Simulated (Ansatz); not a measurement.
An Ansatz input:

```yaml
crystal:
  lattice:
    - [0.0, 2.0441931237, 2.0441931237]
    - [2.0441931237, 0.0, 2.0441931237]
    - [2.0441931237, 2.0441931237, 0.0]
  atoms:
    - { symbol: B, position: [0.125, 0.125, 0.125] }
    - { symbol: B, position: [0.875, 0.875, 0.875] }
hamiltonian:
  xc: blyp
  pseudopotentials:
    kind: paw
    azcp:
      B: "pseudopotentials/B.paw.azcp"
basis:
  ecutwfc: 420
  fft_grid_basis: typed
kpoints:
  mp_grid: { grid: [15, 15, 15], shift: [0, 0, 0] }
magnetization:
  spin_polarized: false
scf:
  occupations: { method: fermi_dirac, width: 0.1 }
  lower_state_search: "off"
output:
  stress: true
```

Terminal output

```
Engine: ansatz 0.2.0, aarch64-unknown-linux-gnu
Pseudopotentials: kind: paw
Pseudopotential: B, paw, valence charge 3, recommended cutoff 420 eV (normal) 
Functional definition: BLYP
  parameter beta = 0.0042
  parameter a = 0.04918
  parameter b = 0.132
  parameter c = 0.2533
  parameter d = 0.349
  exchange = b88_x(beta = beta)
  correlation = lyp_c(a = a, b = b, c = c, d = d)
Crystal: 2 atoms, lattice volume = 17.084 Å³
Basis set: ecut = 420 eV, 331 PW (Γ), exchange–correlation on 40×40×40 points (8 copies of the dense FFT grid, shifted against one another)
Bands: 7, of which v1, the nominal top of the filled ones, is band 3 counted from 1 (2 counted from 0)
Symmetry: 48 space group operations
Space group: Fd-3m (ITA 227), of the structure as read, at distance tolerance 2.6e-5 Å
k-points: 120 of 3375
Non-local potential: B, projectors of the file, l = 0: 2, l = 1: 2, l = 2: 1
PAW form: soft (Blöchl's): semilocal exchange-correlation on the pseudo side does not see the compensation charge
PAW frozen core: B, regenerated for the run's functional, and the local potential with it (the file was generated under x = pbe(κ = 0.804, μ = 0.2195149727645171), c = pbe(β = 0.06672455060314922))
PAW one-centre angular grid: B, 110 points (default); XC on 64 Gauss nodes
Initial density: superposition of atomic densities (neutral atoms: chi_scale 0, normalization atom), corrected by the library's trained network
Initial wavefunctions: pseudopotential atomic-orbital guess
Functional: x = b88, c = lyp
SCF iter   1: F=—  HF=-310.888810 eV  |F-HF|=—  |Δ(HF+E_count)|=         —  Δρ=1.17e-2  dr2=2.44e-2  ethr=1.77e-3  ⟨swp⟩=4.6  Hψ=5727  notcnv=0
SCF iter   2: F=—  HF=-310.879928 eV  |F-HF|=—  |Δ(HF+E_count)|=   8.88e-3  Δρ=4.50e-3  dr2=3.57e-3  ethr=4.06e-4  ⟨swp⟩=1.1  Hψ=1808  notcnv=0  defer=1
SCF iter   3: F=—  HF=-310.878524 eV  |F-HF|=—  |Δ(HF+E_count)|=   1.40e-3  Δρ=1.38e-4  dr2=9.09e-7  ethr=5.94e-5  ⟨swp⟩=2.0  Hψ=1182  notcnv=0  defer=1
SCF iter   4: F=—  HF=-310.878525 eV  |F-HF|=—  |Δ(HF+E_count)|=   1.59e-6  Δρ=2.62e-5  dr2=4.96e-8  ethr=1.51e-8  ⟨swp⟩=2.0  Hψ=1221  notcnv=0  defer=1
iter 5 did not close the SCF: its close was put off for the readings that it lacked (scf_convergence_deferred on its scf_iter line)
SCF iter   5: F=-310.878525 eV  HF=-310.878525 eV  |F-HF|=7.29e-11  |Δ(HF+E_count)|=   4.06e-8  Δρ=9.26e-7  dr2=3.92e-11  ethr=8.26e-10  ⟨swp⟩=2.2  Hψ=1195  notcnv=0  defer=1
SCF iter   6: F=-310.878525 eV  HF=-310.878525 eV  |F-HF|=1.14e-13  |Δ(HF+E_count)|=  6.61e-11  Δρ=2.25e-8  dr2=4.66e-14  ethr=1.00e-12  ⟨swp⟩=1.0  Hψ=2398  notcnv=0
SCF 1 converged in 6 iterations: F = -310.878525 eV  dr2 = 4.66e-14
SCF converged after 6 iterations
Free energy (F): -310.878525 eV
Harris-Foulkes:  -310.878525 eV  (|F-HF|=1.14e-13)
Internal energy: -310.846986 eV  (E = F + TS)
E sigma→0 (E₀):  -310.862756 eV
Entropy (-TS):   -0.031539 eV (-15.770 meV/atom)
Fermi energy:    6.609986 eV
--- Per-component energies (eV) ---
  E_band       = 12.428625
  E_kinetic    = 91.564930
  E_local      = -47.120651  (includes V_loc(G=0)·N_el)
  E_nonlocal   = 26.930029
  E_hartree    = 8.969970
  E_xc         = -60.306686
  E_vxc        = -70.870967  (∫ρ·V_xc dr)
  E_paw        = -160.131237  (= ΣΔE_a)
  E_vpaw       = -6.014652  (= ΣTr[D̂ρ^β])
  E_aug_tail   = -0.000005  (compensation charges beyond the density's cutoff)
  E_ewald      = -170.754864
  E_core_change = 0.001528  (= ΣΔE_core)
  E_smearing   = -0.031539  (= −TS)
  E_closure    = 0.000000  (closes the sum)
  Σ components = -310.878525   (vs F -310.878525, Δ=0.00e0)
--- Stress (GPa, compression-positive) ---
       -0.042239      -0.000000       0.000000
       -0.000000      -0.042239       0.000000
        0.000000       0.000000      -0.042239
  P = ⅓ Tr σ = -0.0422 GPa (-0.422 kbar)
```
